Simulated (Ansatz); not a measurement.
A relaxed 1×1 slab of 6 planes, cut along (110) from a bcc crystal of one element, has a cell area of 5.74 Å² and a bulk spacing of 2.014 Å between its first planes. All-electron LAPW in Ansatz 0.2.0 (PBE, scalar-relativistic, ferromagnetic start) gives γ = 3.23 J/m², Φ = 4.79 eV and a change of the outer spacing of -4.5 %. The bcc structure needn't be the element's own.

**Question.** Which element is it?

**Answer.** Cr. This is the case that was computed; others weren't tested.
